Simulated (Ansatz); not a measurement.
Space group I4/mmm (No. 139). a = 4.493 Å, b = 4.493 Å, c = 8.270 Å, α = 90.00°, β = 90.00°, γ = 90.00°
```tsv
atom	site	symmetry	x	y	z
Ga	4d	-4m2	0.0000	0.5000	0.2500
Ga	2b	4/mmm	0.5000	0.5000	0.0000
Sb	2a	4/mmm	0.0000	0.0000	0.0000
```

Equation of state of this Ga$_{3}$Sb structure (not necessarily the ground state), with shape and atoms relaxed at each volume where symmetry leaves them free. It has no gap at any of these volumes. The calculation used DFT PBE+D3(BJ), scalar-relativistic, plane waves, PAW in Ansatz 0.2.0.

Cutoff 420 eV; k points 14×14×14 on the computed 4-atom cell (Γ-centred); Gaussian smearing, width 0.10 eV; no spin polarisation.

```json
{"V (Å³/atom)": "18.364", "E − E(largest V) (meV/atom)": "33.20", "P (GPa)": "8.90"}
{"V (Å³/atom)": "18.990", "E − E(largest V) (meV/atom)": "4.12", "P (GPa)": "6.04"}
{"V (Å³/atom)": "19.616", "E − E(largest V) (meV/atom)": "-14.70", "P (GPa)": "3.66"}
{"V (Å³/atom)": "20.242", "E − E(largest V) (meV/atom)": "-25.10", "P (GPa)": "1.69"}
{"V (Å³/atom)": "20.868", "E − E(largest V) (meV/atom)": "-28.33", "P (GPa)": "-0.01"}
{"V (Å³/atom)": "21.494", "E − E(largest V) (meV/atom)": "-25.43", "P (GPa)": "-1.45"}
{"V (Å³/atom)": "22.120", "E − E(largest V) (meV/atom)": "-17.37", "P (GPa)": "-2.65"}
{"V (Å³/atom)": "22.955", "E − E(largest V) (meV/atom)": "0.00", "P (GPa)": "-3.96"}
```

Q: Fit a third-order Birch–Murnaghan equation to E(V).

A: V0 = 20.87 Å³/atom, B0 = 52 GPa, B0' = 4.6.

Spin-orbit coupling is left out, which matters for the bands of heavy elements.